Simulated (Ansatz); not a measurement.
# Relaxing a structure of Zr2Ge

The relaxed structure here is a generated cell of Zr2Ge: the first start was made by a random draw of sites in a space group, and the end was not matched to a known phase here, so it may be hypothetical.

The start is a randomly generated symmetric cell of Zr2Ge (space group No. 187). The structure is fully relaxed (lattice and positions, P = 0) with r2SCAN (plane waves to 500 eV, PAW, scalar-relativistic; Ansatz, a first-principles code). First-step values are on the input's coarse k-mesh.

Ansatz input (later rounds restart from its end on a renewed k-mesh):
Ansatz 0.2 input:
```yaml
crystal:
  lattice:
    - [3.3396092, 0, 0]
    - [-1.6698046, 2.8921864, 0]
    - [0, 0, 6.950309]
  atoms:
    - { symbol: Ge, position: [0, 0, 0] }
    - { symbol: Zr, position: [0.33333333, 0.66666667, 0.36059531] }
    - { symbol: Zr, position: [0.33333333, 0.66666667, 0.63940469] }
basis: { ecutwfc: 500, ecutrho_ratio: 4, xc_grid: 4, fft_grid_basis: typed }
kpoints: { mp_grid: { grid: [8, 8, 4] } }
hamiltonian:
  xc: r2scan
  dispersion: none
  pseudopotentials: { kind: paw }
scf: { occupations: { method: fermi_dirac, width: 0.05 } }
relax: { f_tol: 0.01, max_steps: 100, cell: { stress_tol: 0.02 } }
output: { forces: true, stress: true }
```

Outcome: The space group stays P-6m2 (No. 187) (the run could not lower it), with 3 atoms in the primitive cell
Volume change: -5.9 %, from 22.38 to 21.06 Å³/atom
Shortest distances (start → end): The closest pairs of elements (up to four, under 3.6 Å), start → end: Zr–Zr 1.94 → 3.07 Å; Ge–Zr 3.16 → 2.90 Å; Ge–Ge 3.34 → 3.09 Å
Band gap at the end: zero (metallic)
Optimiser moves: 14

Final structure:

Space group P-6m2 (No. 187); a = b = 3.0903 Å, c = 7.6406 Å, α = β = 90.00°, γ = 120.00°

```
atom  site  symmetry       x       y       z
----  ----  --------  ------  ------  ------
Ge      1a      -6m2  0.0000  0.0000  0.0000
Zr      2i       3m.  0.6667  0.3333  0.2989
```

Final values are on a 17×17×6 k-mesh of the relaxed cell. The start holds a very short contact (Zr–Zr 1.94 Å). No spin polarisation in the result.

The run could not lose the symmetry of its start, so the end can be a saddle point.
